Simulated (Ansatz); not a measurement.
GaSiGeN:
```
CELL_PARAMETERS angstrom
      1.79343     1.03544     6.01759
     -1.79343     1.03544     6.01759
      0.00000    -2.07088     6.01759
ATOMIC_POSITIONS crystal
  Ga 0.01479 0.01479 0.01479
  N  0.12411 0.12411 0.12411
  Ge 0.48917 0.48917 0.48917
  Si 0.62196 0.62196 0.62196
```

Relaxed with r²SCAN. Special points in fractions of this cell's reciprocal vectors: Γ (0.000, 0.000, 0.000); T (0.500, 0.500, 0.500); H2 (0.814, 0.186, 0.500); H0 (0.500, -0.186, 0.186); L (0.500, 0.000, 0.000); S0 (0.343, -0.343, 0.000); S2 (0.657, 0.000, 0.343); F (0.500, 0.000, 0.500).

Task: List the band energies nearest the Fermi level at these points for r²SCAN (plane waves, PAW; program Ansatz).

Result: In eV from the Fermi level; about four levels below and three above (degenerate sets whole), none deeper than 8.9 eV; points with the same levels are listed once.

```tsv
k	below	above
Γ	-3.90 -3.90 -3.29 -1.54	1.89 1.89 3.82
T	-4.92 -3.89 -3.89 -1.33	1.53 1.53 2.75
H2	-6.03 -4.23 -3.53 -2.75	1.69 2.29 2.65
L	-5.04 -4.96 -4.37 -0.58	0.34 2.84 3.43
S0	-6.18 -4.17 -3.70 -2.75	1.71 2.28 3.07
F	-4.04 -2.37 -0.70 -0.21	1.42 2.97 4.51
```

Space group R3m. The start of the workflow was typed in or built on a structure type; neither database checked (COD, Materials Project) lists it. Its standing as an ambient phase is unchecked. Symmetry was held in the r²SCAN relaxation; whether a distortion lowers the energy is not shown. Its formation energy is positive at this level, so the cell may be metastable or incomplete. Spin–orbit coupling is left out wherever it is not named.

Potentials: the earlier of the program's two PAW sets. The files were generated under PBE; for other functionals the program regenerates the frozen cores, and for LDA and PBEsol the local potential too.
